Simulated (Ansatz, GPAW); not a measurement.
**One calculation of SnTe3, 3 ways**

```xyz
4
Lattice="0.0000 3.8612 3.8612 3.8612 0.0000 3.8612 3.8612 3.8612 0.0000" Properties=species:S:1:pos:R:3 pbc="T T T"
Te    3.8612    3.8612    3.8612
Te    5.7918    5.7918    5.7918
Te    1.9306    1.9306    1.9306
Sn    0.0000    0.0000    0.0000
```

The cell comes from a database or a generator and needn't be the stable form of this composition.

Alike in all runs: task band structure; functional PBEsol; k mesh 6 × 6 × 6; occupations fermi-dirac, width 0.05 eV; no spin polarisation; no spin-orbit coupling. A missing gap at this level doesn't show that the real crystal is a metal. Pressure is positive in compression and, in plane waves, holds the error of the finite cutoff, which Ansatz's Pulay term estimates and takes out.

| program and potentials | plane-wave cutoff (eV) | notes | band gap (eV) | pressure (GPa) |
| --- | --- | --- | --- | --- |
| Ansatz, PAW datasets made for the crystal | 240 | - | no gap | -2.79 |
| Ansatz, all-electron LAPW, scalar-relativistic | - | - | no gap | -2.79 |
| GPAW, PAW data sets generated for this functional | 600 | - | no gap | -3.21 |

None finds a gap. The pressure spans -3.21 (GPAW, PAW data sets generated for this functional) to -2.79 GPa (Ansatz, all-electron LAPW, scalar-relativistic), with all-electron results at -2.79.

Differences between rows come from potentials, basis sets and numerical settings, since the functional is the same but for its coding. Runs on potential files found faulty are left out.
